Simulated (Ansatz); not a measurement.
Theory: Ansatz 0.2.0, DFT PBE, scalar-relativistic, plane waves, PAW. All cells share a 420 eV cutoff and Γ-centred k meshes spaced at most about 0.3 Å⁻¹ (about 0.25 or finer for metals, 2π included). No spin polarisation in the final relaxations.

These are static total energies at zero pressure. All come from trial cells, and lower structures may exist.

Question: These unrelaxed guesses for Bi2S are each relaxed within their symmetry. Order them by the energy at which they end, lowest first.
A.

```xyz
3
Lattice="1.8225 -2.9992 0.0000 1.8225 2.9992 0.0000 0.0000 0.0000 8.2761" Properties=species:S:1:pos:R:3 pbc="T T T"
Bi    1.8225    1.0139    0.0000
Bi    1.8225   -1.0139    0.0000
S     0.0000    0.0000    0.0000
```

B.

```xyz
6
Lattice="6.6835 0.0000 0.0000 -3.3418 5.7881 0.0000 0.0000 0.0000 5.4503" Properties=species:S:1:pos:R:3 pbc="T T T"
Bi    3.3418    0.0000    0.0000
Bi   -1.6709    2.8941    0.0000
Bi    1.6709    2.8941    0.0000
Bi    0.0000    0.0000    0.0000
S     0.0000    3.8587    3.0762
S     3.3418    1.9294    2.3741
```

C.

```xyz
6
Lattice="5.2181 0.0000 0.0000 -2.6091 4.5190 0.0000 0.0000 0.0000 7.6003" Properties=species:S:1:pos:R:3 pbc="T T T"
Bi    0.0000    3.0127    6.3355
Bi    0.0000    3.0127    1.2649
Bi    2.6091    1.5063    1.2649
Bi    2.6091    1.5063    6.3355
S     0.0000    3.0127    3.8002
S     2.6091    1.5063    3.8002
```

Answer: B (ends in P6/mmm, 0 meV/atom), A (ends in Cmmm, 154 meV/atom), C (ends in P6/mmm, 245 meV/atom). Even the lowest end lies +0.06 eV/atom against the elements.

These runs have no spin–orbit coupling, which can matter for Bi. Cells relaxed within their symmetry can be saddle points. Some candidate types were left out of the draw beforehand, so a known form may be missing.
